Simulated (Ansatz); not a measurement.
Here is an unrelaxed guess for Ga4P.

```cif
data_structure
_symmetry_space_group_name_H-M 'P-43m'
_symmetry_Int_Tables_number 215
_cell_length_a 4.6854
_cell_length_b 4.6854
_cell_length_c 4.6854
_cell_angle_alpha 90.000
_cell_angle_beta 90.000
_cell_angle_gamma 90.000
_cell_volume 102.86
loop_
_atom_site_label
_atom_site_type_symbol
_atom_site_symmetry_multiplicity
_atom_site_Wyckoff_symbol
_atom_site_fract_x
_atom_site_fract_y
_atom_site_fract_z
_atom_site_occupancy
Ga1 Ga 4 e 0.25000 0.25000 0.25000 1
P1 P 1 a 0.00000 0.00000 0.00000 1
```

All numbers below come from DFT PBE, scalar-relativistic, plane waves, PAW (Ansatz 0.2.0). Settings: cutoff 420 eV, Γ-centred mesh 4×4×4 on the computed 5-atom cell, Gaussian smearing of 0.10 eV; no spin polarisation.

Formation energies are uncorrected and refer to the elements' standard structures at the same level. The references include black phosphorus.

Problem. Estimate its pressure, forces and energy as it stands.

Solution. The pressure is 19.5 GPa (it wants to expand), the largest force is 5.87 eV/Å, and the energy is +0.97 eV/atom against the elements. The shortest distance is 2.03 Å.

Problem. How much does it gain on relaxing, and where does it end?

Solution. Relaxing gains about 0.84 eV/atom (the start's value is from the coarse mesh, so the gain is rough) in 10 ionic steps and ends at +0.13 eV/atom on the finer mesh. The symmetry stays P-43m (No. 215). The volume per atom grows by 1.9 %, from 20.6 to 21.0 Å³. The shortest distance goes from 2.03 Å (Ga–P) to 2.43 Å (Ga–P). Conventional cell: a = 4.715 Å. Around Ga lie 1 P at 2.43 Å and 3 Ga at 2.71 Å; P is surrounded by 4 Ga at 2.43 Å.

The last run used an 8×8×8 mesh for its 5-atom cell and Gaussian smearing of 0.10 eV. The cell is a metal run without spin; a magnetic state may lie lower. The reference form of P is held partly by dispersion forces, which this level lacks. The relaxation can't lower the symmetry of the start. Symmetry constrained the relaxation, so the result can be a saddle point. Another cell of Ga4P relaxed alike, in P4/nbm, lies 100 meV/atom lower, so this cell isn't the stable form at this level.
